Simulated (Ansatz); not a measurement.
Ansatz (an electronic-structure program) input:

Ansatz 0.2 input:
```yaml
crystal:
  lattice:
    - [0.0, 2.7091496176, 2.7091496176]
    - [2.7091496176, 0.0, 2.7091496176]
    - [2.7091496176, 2.7091496176, 0.0]
  atoms:
    - { symbol: Cd, position: [0.0, 0.0, 0.0] }
    - { symbol: F, position: [0.25, 0.25, 0.25] }
    - { symbol: F, position: [0.75, 0.75, 0.75] }
kpoints:
  mp_grid: { grid: [7, 7, 7] }
hamiltonian:
  xc: hse06
  pseudopotentials: { azcp: { folder: ./paw }, kind: paw_fr }
magnetization: { noncollinear: true, spin_orbit: true }
scf:
  n_extra_bands: 12
  occupations: { method: gaussian, width: 0.02 }
output:
  eigenvalues: true
  eigenstates:
    e_range: [-9.0, 15.7]
    kpoints:
      - [0.5, 0.25, 0.75]  # VBM
      - [0.0, 0.0, 0.0]  # CBM
      - [0.0, 0.0, 0.0]  # GAMMA
      - [0.5, 0.0, 0.5]  # X
      - [0.5, 0.5, 0.5]  # L
      - [0.5, 0.25, 0.75]  # W
      - [0.375, 0.375, 0.75]  # K
      - [0.625, 0.25, 0.625]  # U
```

Output (shortened):

```
Pseudopotential: Cd, paw, valence charge 20
Pseudopotential: F, paw, valence charge 7
Functional definition: HSE06
non-collinear run that drives no moment, with spin-orbit …
Crystal: 3 atoms, lattice volume = 39.768 Å³
Basis set: ecut = 420 eV, 749 PW (Γ)
Bands: 46, of which v1, the nominal top of the filled ones, is band 34 counted from 1 (33 counted from 0)
Symmetry: 48 space group operations + 48 with time reversal
k-points: 20 of 343
Projection manifold: j_resolved (fully-relativistic pseudo-atomic orbitals)
SCF iter   1: F=—  HF=-9880.092496 eV  |F-HF|=—  |Δ(HF+E_count)|=         —  Δρ=2.13e-1  dr2=1.57e1  dr2_m=0.00e0 (ungated)  ethr=1.00e-1  |M|=0.00e0 ∫|m|=0.00e0 μB  |m|>n=0.0e0 m-floor=0.0e0 τ_xc=0.0e0  β_m=0.30  ⟨swp⟩=5.3  Hψ=3158  notcnv=0
preconditioner: auto → none
iter 2 solved again at ethr=2.73e-3 eV; its pass at ethr=4.62e-2 eV (dr2=9.27e-1 eV) is discarded
SCF iter   2: F=—  HF=-9875.152011 eV  |F-HF|=—  |Δ(HF+E_count)|=    4.94e0  Δρ=5.24e-2  dr2=9.10e-1  dr2_m=0.00e0 (ungated)  ethr=2.73e-3  |M|=0.00e0 ∫|m|=0.00e0 μB  |m|>n=0.0e0 m-floor=0.0e0 τ_xc=0.0e0  β_m=0.32  ⟨swp⟩=2.1  Hψ=4063  notcnv=0  defer=1
SCF iter   3: F=—  HF=-9874.919571 eV  |F-HF|=—  |Δ(HF+E_count)|=   2.32e-1  Δρ=2.48e-2  dr2=1.43e-1  dr2_m=0.00e0 (ungated)  ethr=2.68e-3  |M|=0.00e0 ∫|m|=0.00e0 μB  |m|>n=0.0e0 m-floor=0.0e0 τ_xc=0.0e0  β_m=0.42  ⟨swp⟩=3.1  Hψ=2073  notcnv=0
SCF iter   4: F=—  HF=-9874.910410 eV  |F-HF|=—  |Δ(HF+E_count)|=   9.16e-3  Δρ=9.69e-3  dr2=1.23e-2  dr2_m=0.00e0 (ungated)  ethr=4.21e-4  |M|=0.00e0 ∫|m|=0.00e0 μB  |m|>n=0.0e0 m-floor=0.0e0 τ_xc=0.0e0  β_m=0.56  ⟨swp⟩=3.3  Hψ=2164  notcnv=0  defer=1
SCF iter   5: F=-9874.917450 eV  HF=-9874.917408 eV  |F-HF|=4.25e-5  |Δ(HF+E_count)|=   7.00e-3  Δρ=9.72e-4  dr2=2.72e-4  dr2_m=0.00e0 (ungated)  ethr=3.61e-5  |M|=0.00e0 ∫|m|=0.00e0 μB  |m|>n=0.0e0 m-floor=0.0e0 τ_xc=0.0e0  ⟨swp⟩=3.6  Hψ=2375  notcnv=0  defer=8
SCF 1 stopped early in 5 iterations: F = -9874.917450 eV  dr2 = 2.72e-4
Crystal: 3 atoms, lattice volume = 39.768 Å³
Projection manifold: j_resolved (fully-relativistic pseudo-atomic orbitals)
Exchange kernel: α = 0.2500, screened, ω = 0.2079 Å⁻¹, Wigner–Seitz truncation, v(0) = 1046.8828 eV·Å³, q-mesh 7×7×7, nearest image of the exchange supercell L …
Frozen-core exchange: fock
SCF iter   1: F=—  HF=-9874.769495 eV  |F-HF|=—  |Δ(HF+E_count)|=         —  Δρ=1.29e-2  dr2=6.62e-2  dr2_m=0.00e0 (ungated)  ethr=7.99e-6  |M|=0.00e0 ∫|m|=0.00e0 μB  |m|>n=0.0e0 m-floor=0.0e0 τ_xc=0.0e0  β_m=0.30  ⟨swp⟩=5.1  Hψ=3625  notcnv=0
preconditioner: auto → none
SCF iter   2: F=—  HF=-9874.753047 eV  |F-HF|=—  |Δ(HF+E_count)|=   1.64e-2  Δρ=6.09e-3  dr2=9.44e-3  dr2_m=0.00e0 (ungated)  ethr=7.99e-6  |M|=0.00e0 ∫|m|=0.00e0 μB  |m|>n=0.0e0 m-floor=0.0e0 τ_xc=0.0e0  β_m=0.65  ⟨swp⟩=4.0  Hψ=2910  notcnv=0
SCF iter   3: F=—  HF=-9874.763552 eV  |F-HF|=—  |Δ(HF+E_count)|=   1.05e-2  Δρ=2.03e-3  dr2=1.44e-3  dr2_m=0.00e0 (ungated)  ethr=7.99e-6  |M|=0.00e0 ∫|m|=0.00e0 μB  |m|>n=0.0e0 m-floor=0.0e0 τ_xc=0.0e0  β_m=0.65  ⟨swp⟩=4.0  Hψ=2826  notcnv=0
SCF iter   4: F=-9874.763114 eV  HF=-9874.763113 eV  |F-HF|=5.67e-7  |Δ(HF+E_count)|=   4.39e-4  Δρ=1.07e-4  dr2=7.59e-6  dr2_m=0.00e0 (ungated)  ethr=3.56e-6  |M|=0.00e0 ∫|m|=0.00e0 μB  |m|>n=0.0e0 m-floor=0.0e0 τ_xc=0.0e0  ⟨swp⟩=3.0  Hψ=1976  notcnv=0
SCF 2 stopped early in 4 iterations: F = -9874.763114 eV  dr2 = 7.59e-6
hybrid outer 1: dexx = +1.383e-2 eV, tail = 5.59e-5 eV
Crystal: 3 atoms, lattice volume = 39.768 Å³
Projection manifold: j_resolved (fully-relativistic pseudo-atomic orbitals)
Exchange kernel: α = 0.2500, screened, ω = 0.2079 Å⁻¹, Wigner–Seitz truncation, v(0) = 1046.8828 eV·Å³, q-mesh 7×7×7, nearest image of the exchange supercell L …
Frozen-core exchange: fock
SCF iter   1: F=—  HF=-9874.763434 eV  |F-HF|=—  |Δ(HF+E_count)|=         —  Δρ=1.33e-4  dr2=2.03e-6  dr2_m=0.00e0 (ungated)  ethr=8.22e-7  |M|=0.00e0 ∫|m|=0.00e0 μB  |m|>n=0.0e0 m-floor=0.0e0 τ_xc=0.0e0  β_m=0.30  ⟨swp⟩=3.8  Hψ=2034  notcnv=0
preconditioner: auto → none
SCF iter   2: F=—  HF=-9874.763434 eV  |F-HF|=—  |Δ(HF+E_count)|=   6.23e-8  Δρ=4.82e-5  dr2=9.74e-7  dr2_m=0.00e0 (ungated)  ethr=5.50e-9  |M|=0.00e0 ∫|m|=0.00e0 μB  |m|>n=0.0e0 m-floor=0.0e0 τ_xc=0.0e0  β_m=0.60  ⟨swp⟩=3.0  Hψ=2149  notcnv=0
iter 3 solved again at ethr=9.22e-11 eV; its pass at ethr=2.40e-9 eV (dr2=3.13e-8 eV) is discarded
SCF iter   3: F=—  HF=-9874.763434 eV  |F-HF|=—  |Δ(HF+E_count)|=   8.53e-8  Δρ=1.45e-5  dr2=1.22e-7  dr2_m=0.00e0 (ungated)  ethr=9.22e-11  |M|=0.00e0 ∫|m|=0.00e0 μB  |m|>n=0.0e0 m-floor=0.0e0 τ_xc=0.0e0  β_m=0.80  ⟨swp⟩=2.9  Hψ=3610  notcnv=0  defer=7
SCF iter   4: F=-9874.763435 eV  HF=-9874.763435 eV  |F-HF|=2.05e-8  |Δ(HF+E_count)|=   8.64e-7  Δρ=9.95e-6  dr2=3.24e-8  dr2_m=0.00e0 (ungated)  ethr=9.22e-11  |M|=0.00e0 ∫|m|=0.00e0 μB  |m|>n=0.0e0 m-floor=0.0e0 τ_xc=0.0e0  ⟨swp⟩=4.2  Hψ=2635  notcnv=0
SCF 3 converged in 4 iterations: F = -9874.763435 eV  dr2 = 3.24e-8
hybrid outer 2: dexx = +1.300e-6 eV, tail = 9.65e-8 eV, Δε = 4.14e-3 eV (about 2.01e-4 eV left of the loop's levels)
NSCF: frozen V_eff on 8 k-points
hybrid SCF converged: 2 outer / 8 inner (+5 warm-up), last move |dexx| = 1.30e-6 eV, tail = 9.65e-8 eV
Stability not checked (fock_operator)
Magnetization: |M| = 0.0000 μB,  M = (+0.0000, +0.0000, +0.0000) μB
Absolute magnetization: 0.0000 μB (∫|m|)
  site 0: m = (+0.0000, +0.0000, +0.0000) μB, |m| = 0.0000 μB  (R = 0.97 Å)
  site 1: m = (+0.0000, +0.0000, +0.0000) μB, |m| = 0.0000 μB  (R = 0.97 Å)
  site 2: m = (+0.0000, +0.0000, +0.0000) μB, |m| = 0.0000 μB  (R = 0.97 Å)
Free energy (F): -9874.763435 eV
Frozen-core exchange: fock
Harris-Foulkes:  -9874.763435 eV  (|F-HF|=2.05e-8)
Internal energy: -9874.763435 eV  (E = F + TS)
E sigma→0 (E₀):  -9874.763435 eV
Fermi energy:    7.173760 eV
--- Per-component energies (eV) ---
  E_band       = -579.863820
  E_kinetic    = 838.616860
  E_local      = -4305.059772  (includes V_loc(G=0)·N_el)
  E_nonlocal   = 295.763741
  E_hartree    = 1894.707726
  E_xc         = -247.045676
  E_vxc        = -310.480122  (∫ρ·V_xc dr)
  E_exx        = -141.837501  (= α·E_x^exact, valence–valence)
  E_paw        = -4436.615995  (= ΣΔE_a)
  E_vpaw       = -604.439699  (= ΣTr[D̂ρ^β])
  E_aug_tail   = 0.002001  (compensation charges beyond the density's cutoff)
  E_ewald      = -3772.641313
  E_core_change = -0.653508  (= ΣΔE_core)
  E_smearing   =  0.000000  (= −TS)
  E_closure    = 0.000000  (closes the sum)
  Σ components = -9874.763435   (vs F -9874.763435, Δ=1.82e-12)
  [band-id]    e_kinetic+e_local+e_nonlocal+2·e_hartree+e_vxc+2·e_exx+e_vpaw+e_augmentation_tail = -579.856539   (vs E_band -579.863820, Δ=7.28e-3)
--- Band table (eV; the first three rows and the last of 20) ---
  k-point 0: bands = ["-97.9968", "-97.9968", "-61.8526", "-61.8526", "-55.9736", "-55.9736", "-55.9736", "-55.9736", "-17.7278", "-17.7278", "-16.6426", "-16.6426", "-1.5454", "-1.5454", "-1.5454", "-1.5454", "-1.2077", "-1.2077", "-0.1189", "-0.1189", …
  k-point 1: bands = ["-97.9969", "-97.9969", "-61.8527", "-61.8527", "-55.9741", "-55.9741", "-55.9738", "-55.9738", "-17.6644", "-17.6644", "-16.6987", "-16.6987", "-1.4895", "-1.4895", "-1.3878", "-1.3878", "-1.0727", "-1.0727", "-0.1444", "-0.1444", …
  k-point 2: bands = ["-97.9968", "-97.9968", "-61.8530", "-61.8530", "-55.9750", "-55.9750", "-55.9740", "-55.9740", "-17.4974", "-17.4974", "-16.8467", "-16.8467", "-1.3789", "-1.3789", "-1.0834", "-1.0834", "-0.7114", "-0.7114", "-0.1129", "-0.1129", …
  k-point 19: bands = ["-97.9968", "-97.9968", "-61.8536", "-61.8536", "-55.9758", "-55.9758", "-55.9751", "-55.9751", "-17.1556", "-17.1556", "-17.1291", "-17.1291", "-0.9914", "-0.9914", "-0.6667", "-0.6667", "-0.4341", "-0.4341", "-0.1013", "-0.1013", …
```

Cost: around 15 core-minutes (rough) on shared cores.

The points marked VBM and CBM come from a semilocal run.

Space group Fm-3m (fluorite). The HSE06 relaxation kept the symmetry of its start.

Potentials: the earlier of the program's two PAW sets. The files were generated under PBE; for other functionals the program regenerates the frozen cores, and for LDA and PBEsol the local potential too.

Ansatz is a plane-wave DFT program.
